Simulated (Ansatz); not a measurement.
CoSi₂ (fluorite type, space group Fm-3m)

```
CELL_PARAMETERS angstrom
      0.00000     2.65746     2.65746
      2.65746     0.00000     2.65746
      2.65746     2.65746     0.00000
ATOMIC_POSITIONS crystal
  Co 0.00000 0.00000 0.00000
  Si 0.25000 0.25000 0.25000
  Si 0.75000 0.75000 0.75000
```

Grid over V/V₀ and (c/a)/(c/a)₀, subscript 0 meaning the relaxed cell; the conventional c axis lies along z; no internal relaxation.

The numbers are results of r2SCAN (plane waves to 500 eV, PAW, scalar-relativistic; Ansatz, an electronic-structure program), not measurements. k mesh 15×15×15 (Γ-centred), Fermi-Dirac smearing 0.05 eV. Stress and pressure are positive under compression. With partly filled bands, the response to shear is sensitive to the k mesh, so small differences along c/a are uncertain. CoSi2 is run without spin polarisation. CoSi2 was relaxed with its symmetry unable to fall.

At one point of the scan the stress tensor (GPa) is:

```
   -5.8      0.0      0.0
    0.0     -5.8      0.0
    0.0      0.0     -9.3
```

Question: Which point is it?
(A) V/V₀ = 1.080, (c/a)/(c/a)₀ = 1.000
(B) V/V₀ = 1.080, (c/a)/(c/a)₀ = 0.920
(C) V/V₀ = 1.040, (c/a)/(c/a)₀ = 1.040
(D) V/V₀ = 1.080, (c/a)/(c/a)₀ = 0.960

Answer: C, V/V₀ = 1.040, (c/a)/(c/a)₀ = 1.040

(A scan under strain: stresses follow from slopes of the energy per volume, elastic moduli from its curvatures.)
